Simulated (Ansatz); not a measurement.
SnGe:
```yaml
crystal:
  lattice:
    - [4.36848, 0.00000, 0.00000]
    - [0.00000, 4.40477, 0.00000]
    - [0.00000, 0.00000, 6.26183]
  atoms:
    - { symbol: Ge, position: [0.75000, 0.00000, 0.89033] }
    - { symbol: Ge, position: [0.25000, 0.00000, 0.10967] }
    - { symbol: Sn, position: [0.25000, 0.50000, 0.35690] }
    - { symbol: Sn, position: [0.75000, 0.50000, 0.64310] }
```

Relaxed with PBE. Special points in fractions of this cell's reciprocal vectors: Γ (0.000, 0.000, 0.000); X (0.500, 0.000, 0.000); S (0.500, 0.500, 0.000); Y (0.000, 0.500, 0.000); Z (0.000, 0.000, 0.500); U (0.500, 0.000, 0.500); R (0.500, 0.500, 0.500); T (0.000, 0.500, 0.500).

**Question.** List the band energies nearest the Fermi level at these points for PBE (plane waves, PAW; program Ansatz).

**Answer.** In eV from the Fermi level; about four levels below and three above (degenerate sets whole), none deeper than 8.9 eV; points with the same levels are listed once.

| k | below | above |
|---|---|---|
| Γ | -7.81 -2.56 -2.52 -1.17 | 0.03 0.08 0.32 |
| X | -3.08 -3.08 -1.21 -1.21 | 1.60 1.60 4.16 4.16 |
| S | -2.60 -2.60 -2.35 -2.35 | 0.75 0.75 1.01 1.01 |
| Y | -3.27 -2.91 -1.75 -0.46 | 0.78 2.62 3.80 |
| Z | -2.12 -1.89 -1.34 -0.93 | 0.85 1.03 2.10 |
| U | -1.12 -1.12 -0.16 -0.16 | 3.44 3.44 3.53 3.53 |
| R | -3.11 -3.11 -3.07 -3.07 | 3.40 3.40 3.60 3.60 |
| T | -1.13 -1.11 -0.67 -0.32 | 0.55 3.05 3.40 |

Space group Pmma. The start of the workflow was typed in or built on a structure type; neither database checked (COD, Materials Project) lists it. Whether it is the stable phase at ambient conditions was not checked. Symmetry was held in the PBE relaxation; whether a distortion lowers the energy is not shown. Spin–orbit coupling is left out wherever it is not named.

Potentials: the later of the program's two PAW sets.
